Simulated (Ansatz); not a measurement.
InSb (zinc blende, F-43m) under volume change, LDA in the plane-wave PAW code Ansatz, scaled uniformly.

```csv
V (Å³/atom),E − E(relaxed) (meV/atom),P (GPa)
30.522,___,___
31.528,___,___
32.535,4.7,1.53
33.541,0.0,0.00
34.547,4.1,-1.28
35.553,15.6,-2.35
36.560,33.3,-3.25
```

Task: Complete the blanks.

Result: 
- 30.522, E − E(relaxed) (meV/atom): 47.3
- 30.522, P (GPa): 5.49
- 31.528, E − E(relaxed) (meV/atom): 19.8
- 31.528, P (GPa): 3.34

Task: What does a third-order Birch–Murnaghan fit give for V₀, B₀ and B′?

Result: V₀ = 33.54 Å³/atom, B₀ = 46.4 GPa, B′ = 4.8.

Symmetry was held in the LDA relaxation. Scalar-relativistic: spin–orbit coupling is off unless named, which matters more the heavier the elements.

Potentials: the earlier of the program's two PAW sets. The files were generated under PBE; for other functionals the program regenerates the frozen cores, and for LDA and PBEsol the local potential too.
